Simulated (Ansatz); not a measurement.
An Ansatz (a program for electronic structure) input:

Ansatz 0.2 input:
```yaml
crystal:
  lattice:
    - [0.0, 1.984952315, 1.984952315]
    - [1.984952315, 0.0, 1.984952315]
    - [1.984952315, 1.984952315, 0.0]
  atoms:
    - { symbol: Pt, position: [0.0, 0.0, 0.0] }
kpoints:
  mp_grid: { grid: [13, 13, 13] }
  band_path:
    path:
      - [[0.0, 0.0, 0.0], [0.5, 0.0, 0.5], [0.625, 0.25, 0.625]]  # Γ-X-U
      - [[0.375, 0.375, 0.75], [0.0, 0.0, 0.0], [0.5, 0.5, 0.5], [0.5, 0.25, 0.75], [0.5, 0.0, 0.5]]  # K-Γ-L-W-X
    npoints: 12
basis: { ecutwfc: 600, xc_grid: 2 }
hamiltonian:
  xc: pbe
  pseudopotentials: { azcp: { folder: ./paw }, kind: paw_fr }
magnetization: { noncollinear: true, spin_orbit: true }
scf:
  n_extra_bands: 12
  convergence: { dr2_threshold: 0.0000000001 }
  occupations: { method: gaussian, width: 0.05 }
output: { eigenvalues: true }
```

How many symmetry operations and irreducible k-points will the run report?

48 operations, 84 of 2197 k-points.

With a cutoff of 600 eV, how many plane waves at Γ?

531.

It took very roughly 16 core-seconds on shared server cores.

Space group Fm-3m (fcc (Cu type)). The PBE relaxation kept the symmetry of its start. The run is not spin-polarised.

Potentials: the earlier of the program's two PAW sets.

Ansatz is a plane-wave DFT program.
